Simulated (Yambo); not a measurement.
A G0W0@LDA run in Yambo for BP (wurtzite, space group P6_3mc, No. 186) (6×6×4 Γ-centred k mesh, 84 bands and a 8 Ry block in the screening, 84 bands in G with the Bruneval-Gonze terminator, plasmon pole fitted at 27.2 eV) gives these matrix elements, in eV, at the band edges (Γ → K):

```json
[
 {"state": "valence edge", "E0": "0.000", "<Vxc>": "-13.445", "<Σx>": "-15.081", "<Σc(E0)>": "0.993", "Z": "0.798"},
 {"state": "conduction edge", "E0": "0.798", "<Vxc>": "-10.388", "<Σx>": "-6.111", "<Σc(E0)>": "-3.897", "Z": "0.817"}
]
```

**Question.** Solve the linearised quasiparticle equation for both states, give the gap, and say how exchange and correlation each act on it.

**Answer.** E = E0 + Z(Σx + Σc − Vxc). Valence: 0.000 + 0.798 × (-15.081 + (0.993) − (-13.445)) = -0.51 eV. Conduction: 0.798 + 0.817 × (-6.111 + (-3.897) − (-10.388)) = 1.11 eV. The gap is 1.62 eV, against 0.80 eV in LDA. Replacing Vxc by bare exchange alone would open it by 5.91 eV; correlation takes back 4.89 eV of that, and Z scales what is left. Nearest settings tried, and what they do to the gap: 65 bands in W, 65 bands in G: -3 meV; 6 Ry block (85 vectors against 135): -117 meV; 6×6×2 mesh: +9 meV. So the settings aren't converged at that level. 

Geometry relaxed with LDA; primitive cell a = b = 3.1560 Å, c = 5.2363 Å, α = β = 90.00°, γ = 120.00°.

This is not the ordinary phase of the substance; no match was found in the copy of COD used, and its stability was not checked.
